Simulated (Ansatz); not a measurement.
BP:
```
CELL_PARAMETERS angstrom
      0.00000     2.26819     2.26819
      2.26819     0.00000     2.26819
      2.26819     2.26819     0.00000
ATOMIC_POSITIONS crystal
  B  0.25000 0.25000 0.25000
  P  0.50000 0.50000 0.50000
```

x, y and z are the axes in which the lattice vectors are written.

Problem. Give the high-frequency dielectric tensor and the Born effective charge tensors of the independent atoms from DFPT, r²SCAN in the plane-wave PAW code Ansatz.

Solution. 
ε∞:
```
8.74  0.00  0.00
0.00  8.74  0.00
0.00  0.00  8.74
```
Z* of atom 1 (B), rows: field, columns: displacement, in e:
```
-0.46   0.00   0.00
 0.00  -0.46   0.00
 0.00   0.00  -0.46
```
Z* of atom 2 (P), rows: field, columns: displacement, in e:
```
0.46  0.00  0.00
0.00  0.46  0.00
0.00  0.00  0.46
```

Static charges for comparison (Bader): B1 +0.64, P2 -0.64 e. Born charges measure polarisation by displacement and can exceed these by far.

Space group F-43m (zinc blende). The r²SCAN relaxation kept the symmetry of its start; phonons on a q-mesh show no instability. The volume moved by 17 % from the start of the relaxation.

Potentials: the later of the program's two PAW sets.
